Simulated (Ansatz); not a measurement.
**Ir (Fm-3m), phonons: input and output**

Method: PBEsol, PAW on Ansatz 0.2.0's default frozen-core files (fitted under PBE), scalar-relativistic.

The cell comes from a PAW relaxation under the same functional.

Command:

```sh
ansatz run input.yaml --threads 2 --pin off --max-ram 5120MiB --backend cpu --events-out ev --progress --plain --runs-dir out
```

Input:

```yaml
crystal:
  lattice:
    - [0.0, 1.91539962796, 1.91539962796]
    - [1.91539962796, 0.0, 1.91539962796]
    - [1.91539962796, 1.91539962796, 0.0]
  atoms:
    - { symbol: Ir, position: [0.0, 0.0, 0.0] }
kpoints:
  mp_grid: { grid: [20, 20, 20] }
scf:
  occupations: { method: fermi_dirac, width: 0.1 }
hamiltonian:
  xc: pbesol
  pseudopotentials: { kind: paw }
phonons:
  qmesh: [4, 4, 4]
  qpath:
    path:
      - [0.0, 0.0, 0.0]
      - [0.5, 0.0, 0.5]
      - [0.625, 0.25, 0.625]
      - [0.375, 0.375, 0.75]
      - [0.0, 0.0, 0.0]
      - [0.5, 0.5, 0.5]
      - [0.5, 0.25, 0.75]
      - [0.5, 0.0, 0.5]
    npoints: 6
  temperatures: { t_min: 0, t_max: 1000, t_step: 100 }
```

Output:

```
Warning: RAYON_NUM_THREADS=2 ignored (pool sized by the plan → 2); use --threads N
Engine: ansatz 0.2.0, x86_64-unknown-linux-gnu
Pseudopotentials: kind: paw
Pseudopotential: Ir, paw, valence charge 17, recommended cutoff 420 eV (normal), Ir.paw.azcp
Functional definition: PBEsol
  exchange = pbesol_x
  correlation = pbesol_c
Crystal: 4 atoms, lattice volume = 56.217 Å³
Basis set: ecut = 420 eV, 1097 PW (Γ), FFT grids on a1, a2, −a1+2a2+a3, exchange–correlation on 40×64×64 points (8 copies of the dense FFT grid, shifted against one another)
Bands: 44, of which v1, the nominal top of the filled ones, is band 34 counted from 1 (33 counted from 0)
Symmetry: 16 space group operations
k-points: 531 of 2000
Non-local potential: Ir, projectors of the file, l = 0: 3, l = 1: 2, l = 2: 2, l = 3: 1
PAW form: soft (Blöchl's): semilocal exchange-correlation on the pseudo side does not see the compensation charge
PAW frozen core: Ir, regenerated for the run's functional, and the local potential with it (the file was generated under x = pbe(κ = 0.804, μ = 0.2195149727645171), c = pbe(β = 0.06672455060314922))
PAW one-centre angular grid: Ir, 590 points (default); XC on 64 Gauss nodes
Initial density: handed on by an earlier stage of this run
Initial wavefunctions: those handed on with the density
Functional: x = pbesol(κ = 0.804, μ = 0.12345679012345678), c = pbesol(β = 0.046)
SCF iter   1: F=—  HF=-47196.204949 eV  |F-HF|=—  |Δ(HF+E_count)|=         —  Δρ=1.00e-7  dr2=1.26e-12  ethr=1.00e-12  ⟨swp⟩=4.3  Hψ=66209  notcnv=0
preconditioner: auto → Kerker (q_TF=auto, 2.816 Å⁻¹)  [metal: Δε(μ)=0.005 eV  Ē_g=9.602 eV  σ=0.100 eV  W_gap=0.01  n_scr=18 (ndim 8)  ℏωp=29.7 eV  f_vac=0.000  D(μ)=3.07/eV (n_scr^D=28)]
SCF iter   2: F=-47196.204949 eV  HF=-47196.204949 eV  |F-HF|=0.00e0  |Δ(HF+E_count)|=  7.28e-12  Δρ=5.66e-8  dr2=4.33e-13  ethr=1.00e-12  ⟨swp⟩=2.0  Hψ=43778  notcnv=0
SCF 1 converged in 2 iterations: F = -47196.204949 eV  dr2 = 4.33e-13
  greatest PAW one-centre occupation: 1.000 electrons in one spin orbital (limit 2), on the Ir atom at site 3 (counted from 0), in its partial waves of l = 0
Symmetry: 2 space group operations
k-points: 531 of 2000 (time reversal used)
iter 1 solved again at ethr=2.02e-8 eV; its pass at ethr=3.10e-3 eV (dr2=1.38e-5 eV) is discarded
SCF iter   1: F=—  HF=-47196.204949 eV  |F-HF|=—  |Δ(HF+E_count)|=         —  Δρ=2.04e-4  dr2=1.48e-5  ethr=2.02e-8  ⟨swp⟩=3.6  Hψ=104452  notcnv=0  defer=451
SCF iter   2: F=—  HF=-47196.204904 eV  |F-HF|=—  |Δ(HF+E_count)|=   4.49e-5  Δρ=1.14e-4  dr2=5.22e-6  ethr=2.02e-8  ⟨swp⟩=1.0  Hψ=22628  notcnv=0  defer=451
SCF iter   3: F=—  HF=-47196.204901 eV  |F-HF|=—  |Δ(HF+E_count)|=   3.17e-6  Δρ=1.19e-5  dr2=1.47e-7  ethr=7.67e-9  ⟨swp⟩=2.0  Hψ=31865  notcnv=0  defer=451
SCF iter   4: F=—  HF=-47196.204901 eV  |F-HF|=—  |Δ(HF+E_count)|=   3.31e-8  Δρ=2.25e-6  dr2=2.53e-9  ethr=2.16e-10  ⟨swp⟩=2.0  Hψ=31861  notcnv=0  defer=451
SCF iter   5: F=—  HF=-47196.204901 eV  |F-HF|=—  |Δ(HF+E_count)|=  2.98e-10  Δρ=4.15e-7  dr2=1.84e-10  ethr=3.72e-12  ⟨swp⟩=1.7  Hψ=27381  notcnv=0  defer=451
[... 97 lines left out ...]
SCF 13 converged in 6 iterations: F = -47196.204899 eV  dr2 = 4.33e-12
SCF converged after 2 iterations
Free energy (F): -47196.204949 eV
Harris-Foulkes:  -47196.204949 eV  (|F-HF|=0.00e0)
Internal energy: -47196.098086 eV  (E = F + TS)
E sigma→0 (E₀):  -47196.151518 eV
Entropy (-TS):   -0.106862 eV (-26.716 meV/atom)
Fermi energy:    25.830669 eV
--- Per-component energies (eV) ---
  E_band       = -329.499959
  E_kinetic    = 2493.842427
  E_local      = -4233.796444  (includes V_loc(G=0)·N_el)
  E_nonlocal   = 303.205054
  E_hartree    = 1622.464125
  E_xc         = -1066.690850
  E_vxc        = -1199.702610  (∫ρ·V_xc dr)
  E_paw        = -36354.872283  (= ΣΔE_a)
  E_vpaw       = -937.976821  (= ΣTr[D̂ρ^β])
  E_aug_tail   = 0.000203  (compensation charges beyond the density's cutoff)
  E_ewald      = -9961.311456
  E_core_change = 1.061139  (= ΣΔE_core)
  E_smearing   = -0.106862  (= −TS)
  E_closure    = 0.000000  (closes the sum)
  Σ components = -47196.204949   (vs F -47196.204949, Δ=0.00e0)
--- Forces (eV/Å), atoms counted from 1 ---
  atom   1  Ir     0.00000000    -0.00000000    -0.00000000
  atom   2  Ir     0.00000000    -0.00000000     0.00000000
  atom   3  Ir     0.00000000    -0.00000000    -0.00000000
  atom   4  Ir     0.00000000     0.00000000     0.00000000
  max |Σ_I F_I| component: 1.92e-28 eV/Å
--- Phonons: 8 displaced members + 5 references (amplitude of the first 0.0025 Å, Σ member SCF iterations 48) ---
  ASR residual: 1.081e-4 → 0.000e0 eV/Å²; symmetrization residual: 1.017e-5 eV/Å²
  largest component of a force at the reference: 6.3e-29 eV/Å
  ASR residual per site (eV/Å²): 1.08e-4
  Γ frequencies (cm⁻¹): 0.00 0.00 0.00
--- Phonons (by wavevector): 8 wavevectors in 5 supercells ---
  supercell 1 (4 cells, vectors [1, 0, 0], [0, 2, -1], [0, -4, 4] in multiples of the cell's): 2 displaced members by 0.0025 Å; free energy -47196.204949 eV; taken off its force constants: by the sum rule 7.3e-5, by the ...
  symmetry images taken by strict's conditions (phonons.symmetry_images: auto; settled by no image being taken that strict refuses)
  supercell 2 (4 cells, vectors [1, 0, 0], [-1, 1, 1], [0, 0, 4] in multiples of the cell's): 2 displaced members by 0.0025 Å; free energy -47196.204949 eV; taken off its force constants: by the sum rule 1.1e-4, by the ...
  symmetry images taken by strict's conditions (phonons.symmetry_images: auto; settled by no image being taken that strict refuses)
  supercell 3 (4 cells, vectors [1, 0, 0], [0, 1, 0], [0, 0, 4] in multiples of the cell's): 1 displaced member by 0.0025 Å; free energy -47196.204949 eV; taken off its force constants: by the sum rule 8.8e-5, by the ...
  symmetry images taken by strict's conditions (phonons.symmetry_images: auto; settled by no image being taken that strict refuses)
  supercell 4 (4 cells, vectors [1, 0, 0], [0, 1, -1], [0, 0, 4] in multiples of the cell's): 1 displaced member by 0.0025 Å; free energy -47196.204949 eV; taken off its force constants: by the sum rule 9.0e-5, by the ...
  symmetry images taken by strict's conditions (phonons.symmetry_images: auto; settled by no image being taken that strict refuses)
  supercell 5 (4 cells, vectors [0, 1, -2], [-1, 1, 1], [0, 0, 4] in multiples of the cell's): 2 displaced members by 0.0025 Å; free energy -47196.204949 eV; taken off its force constants: by the sum rule 6.2e-5, by the ...
  symmetry images taken by strict's conditions (phonons.symmetry_images: auto; settled by no image being taken that strict refuses)
  q = [0.0000, 0.0000, 0.0000] (star 1, supercell 1; hermiticity 0.00e0, symmetrization 4.86e-17): -0.00 -0.00 -0.00
  q = [0.0000, 0.0000, 0.2500] (star 8, supercell 3; hermiticity 0.00e0, symmetrization 7.77e-16): 87.67 87.67 168.90
  q = [0.0000, 0.0000, -0.5000] (star 4, supercell 1; hermiticity 2.06e-16, symmetrization 1.42e-6): 115.93 115.93 201.58
  q = [0.0000, 0.2500, 0.2500] (star 6, supercell 4; hermiticity 9.66e-17, symmetrization 1.93e-16): 115.58 115.58 182.29
  q = [0.0000, 0.2500, -0.5000] (star 24, supercell 1; hermiticity 3.50e-16, symmetrization 7.01e-16): 137.04 152.78 187.44
  q = [0.0000, 0.2500, -0.2500] (star 12, supercell 2; hermiticity 6.43e-17, symmetrization 5.14e-16): 127.71 142.36 188.61
  q = [0.0000, -0.5000, -0.5000] (star 3, supercell 2; hermiticity 4.53e-16, symmetrization 5.12e-7): 147.36 147.36 193.98
  q = [0.2500, -0.5000, -0.2500] (star 6, supercell 5; hermiticity 1.11e-16, symmetrization 4.46e-16): 162.18 167.09 167.09
  joined force constants: q→R imaginary residual 0.00e0
  density of states and harmonic sums: on the 28×28×28 q-mesh, interpolated from the force constants of a 4×4×4 supercell (no non-analytic term)
  largest difference from the sums on the solved wave vectors: F 1.08e-2 eV, S 1.49e-5 and C_V 4.03e-6 eV/K
```

Self-consistency was reached.

### Phonons on the q mesh

Harmonic phonons of a crystal by Kohn-Sham DFT at the given cell, standard atomic masses, acoustic sum rule imposed; negative wavenumbers are unstable modes; one row a degenerate set, branches counted upwards.

```json
{"Unstable phonons": "no"}
```

```
       point  q a (r.l.u.)  q b (r.l.u.)  q c (r.l.u.)  branch  phonon wavenumber (cm⁻¹)  degeneracy
    0.25/0/0          0.25             0             0       1                      87.7           2
    0.25/0/0          0.25             0             0       3                     168.9           1
           L           0.5             0             0       1                     115.9           2
           L           0.5             0             0       3                     201.6           1
 0.25/0.25/0          0.25          0.25             0       1                     115.6           2
 0.25/0.25/0          0.25          0.25             0       3                     182.3           1
  0.5/0.25/0           0.5          0.25             0       1                       137           1
  0.5/0.25/0           0.5          0.25             0       2                     152.8           1
  0.5/0.25/0           0.5          0.25             0       3                     187.4           1
-0.25/0.25/0         -0.25          0.25             0       1                     127.7           1
-0.25/0.25/0         -0.25          0.25             0       2                     142.4           1
-0.25/0.25/0         -0.25          0.25             0       3                     188.6           1
           X           0.5           0.5             0       1                     147.4           2
           X           0.5           0.5             0       3                       194           1
           W         -0.25           0.5          0.25       1                     162.2           1
           W         -0.25           0.5          0.25       2                     167.1           2
```

### Harmonic thermodynamics

Sums over wave vectors interpolated from the q mesh.

```
Zero point energy : 27.61 meV/atom
```

```
temperature (K)  phonon heat capacity (k_B/atom)  phonon entropy (k_B/atom)  phonon free energy (meV/atom)
            100                            2.071                      1.339                          23.78
            200                             2.72                      3.036                           4.41
            300                            2.871                      4.174                         -26.94
            400                            2.926                      5.008                         -66.66
            500                            2.953                      5.664                         -112.8
            600                            2.967                      6.204                           -164
            700                            2.976                      6.662                         -219.4
            800                            2.981                       7.06                         -278.6
            900                            2.985                      7.411                           -341
           1000                            2.988                      7.726                         -406.2
```

Caveats: frozen-core PAW files fitted under PBE, their cores solved anew for the functional of the run; responses of metals move with mesh and smearing; no spin-orbit coupling on heavy atoms.

Cost: 6.1 min on 2 threads of Intel(R) Xeon(R) Platinum 8259CL CPU @ 2.50GHz (Skylake/Cascade Lake), on a shared host, peak memory 2.2 GiB.
